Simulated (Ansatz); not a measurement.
Relaxed NiSi₂ (fluorite type, space group Fm-3m):

```yaml
crystal:
  lattice:
    - [0.00000, 2.72203, 2.72203]
    - [2.72203, 0.00000, 2.72203]
    - [2.72203, 2.72203, 0.00000]
  atoms:
    - { symbol: Ni, position: [0.00000, 0.00000, 0.00000] }
    - { symbol: Si, position: [0.25000, 0.25000, 0.25000] }
    - { symbol: Si, position: [0.75000, 0.75000, 0.75000] }
```

In this cell atom 3 (Si, nearest neighbour Ni at 2.357 Å; its periodic images, 3.8 Å or more away, move with it) is moved by s along Cartesian [111], unit vector (0.577, 0.577, 0.577); all other atoms and the cell stay fixed.

Method: PBE (plane waves to 420 eV, PAW, scalar-relativistic; Ansatz, an electronic-structure program). k mesh 12×12×12 (Γ-centred), Fermi-Dirac smearing 0.05 eV. E stands for the smeared free energy. With partly filled bands, energies and forces of such displacements shift with the k mesh and the smearing. F∥ is the force on the atom along that direction. NiSi2 is run without spin polarisation. NiSi2 was relaxed with its symmetry unable to fall. The PAW data are Ansatz's earlier set. The zero of ΔE is the undisplaced structure.

Question: Predict the ΔE (meV/cell) and F∥ (eV/Å) at s (Å) = -0.470, -0.376, -0.282, -0.188, 0.094, 0.282, 0.376, 0.470.

Answer: 
```json
[
 {"s (Å)": "-0.470", "ΔE (meV/cell)": "578", "F∥ (eV/Å)": "1.971"},
 {"s (Å)": "-0.376", "ΔE (meV/cell)": "400", "F∥ (eV/Å)": "1.805"},
 {"s (Å)": "-0.282", "ΔE (meV/cell)": "241", "F∥ (eV/Å)": "1.543"},
 {"s (Å)": "-0.188", "ΔE (meV/cell)": "114", "F∥ (eV/Å)": "1.148"},
 {"s (Å)": "0.094", "ΔE (meV/cell)": "35", "F∥ (eV/Å)": "-0.772"},
 {"s (Å)": "0.282", "ΔE (meV/cell)": "380", "F∥ (eV/Å)": "-3.103"},
 {"s (Å)": "0.376", "ΔE (meV/cell)": "750", "F∥ (eV/Å)": "-4.878"},
 {"s (Å)": "0.470", "ΔE (meV/cell)": "1317", "F∥ (eV/Å)": "-7.317"}
]
```

(For displaced atoms, the force is minus the slope of the energy, and its curvature is a force constant, which sets phonon frequencies.)
